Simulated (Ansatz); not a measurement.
Te (trigonal-Te type, space group P3_121)

```yaml
crystal:
  lattice:
    - [4.62412, 0.00000, 0.00000]
    - [-2.31206, 4.00460, 0.00000]
    - [0.00000, 0.00000, 5.90339]
  atoms:
    - { symbol: Te, position: [0.25335, 0.00000, 0.33333] }
    - { symbol: Te, position: [0.00000, 0.25335, 0.66667] }
    - { symbol: Te, position: [0.74665, 0.74665, 0.00000] }
```

The slice is a (1 -1 0 0) plane (indices of the conventional cell) through the point (0.000, 0.253, 0.667) (fractional), spanned by u = [110] and v = [001] in vectors of this cell: u (4.62 Å) and v (5.90 Å, at 90° to u). It covers one period; positions are fractions (u, v).

Calculation: r2SCAN (plane waves to 500 eV, PAW, scalar-relativistic; Ansatz, an electronic-structure program). k mesh 8×8×6. Near the nuclei the fields are pseudised (PAW); where an atom keeps semicore shells as valence, they peak there. Spin-orbit coupling is left out, though Te is heavy. Te was relaxed with its symmetry unable to fall.

### Question
Sketch the electrostatic potential energy of an electron, from the cell's mean on this plane as a map.

### Answer
```
|xxxxx :*%@@@@@%*. xxxx|
|xxxxx -*%@@@@@%*- xxxx|
|xxxx  =#%@@@@@%#+  xxx|
|xxx  :*#@@@@@@@%*-  xx|
|    :+#%@@@@@@@%%*-   |
| .:=+#%@@@@@@@@@%#*=:.|
|+++*#%%@@@@@@@@@@%%#*+|
|###%%@@@@@@@@@@@@@%%##|
|%%%%@@@@@@@@@@@@@@@%%%|
|@@@@@@@@@@@@@@@@@@@@@@|
|@@@@@@@@@@@@%%%@@@@@@@|
|@@@@@@@@@@%%%%%%%@@@@@|
|@@@@@@@@@%%%#####%%@@@|
|@@@@@@@@@%#**+++*#%%@@|
|@@@@@@@@%#*+-::-=+#%%@|
|@@@@@@@@%*+:    .=*#%@|
|@@@@@@@%#*-      :=*%%|
|@@@@@@@%#+:       -*#%|
|%%@@@@@%#+:       -+#%|
|##%%@@@%#+:       -+*#|
|++*#%%%%#*-      :-=++|
| .-=*#%%%*+-.   .--:. |
|    -*#%%#*+=-----.   |
|xxx  =*%%%##*+++=.  xx|
|xxxx  +#%%%%##*+-  xxx|
|xxxxx -#%@@%%%#+: xxxx|
|xxxxx :*%@@@@%#+. xxxx|
|xxxxx .*%@@@@@%+. xxxx|
```
Scale: ten equal steps from -4.00 (start of ' ') to 4.28 (end of '@'), in the order ' .:-=+*#%@'. Values: electrostatic potential energy of an electron, from the cell's mean, in eV. The map has 22 points along u (one character each, u = 0 at the left) and 28 along v (v = 0 in the bottom row). Points within 1 Å of a nucleus are blanked (x), as the pseudised field means little there. Values under -4 eV are set to -4. The zero, the cell's mean, hangs on the PAW cores.
